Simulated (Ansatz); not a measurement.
Consider the following.

CaS:
Space group Fm-3m (No. 225); a = 5.564 Å, b = 5.564 Å, c = 5.564 Å, α = 90.00°, β = 90.00°, γ = 90.00°

| atom | site | symmetry | x | y | z |
|---|---|---|---|---|---|
| Ca | 4a | m-3m | 0.0000 | 0.0000 | 0.0000 |
| S | 4b | m-3m | 0.5000 | 0.5000 | 0.5000 |
(The calculation used a cell of 2 atoms; values per cell refer to that cell.)

This is the LDA-relaxed structure.

Problem. All from DFT-LDA in the program Ansatz with PAW potentials, unless another level is named. Estimate the Young's modulus.

Solution. 111 GPa.

Problem. And the zero-point energy?

Solution. 38.7 meV/atom.

The LDA relaxation kept the symmetry of its start; phonons on a q-mesh show no instability.

Potentials: the later of the program's two PAW sets.
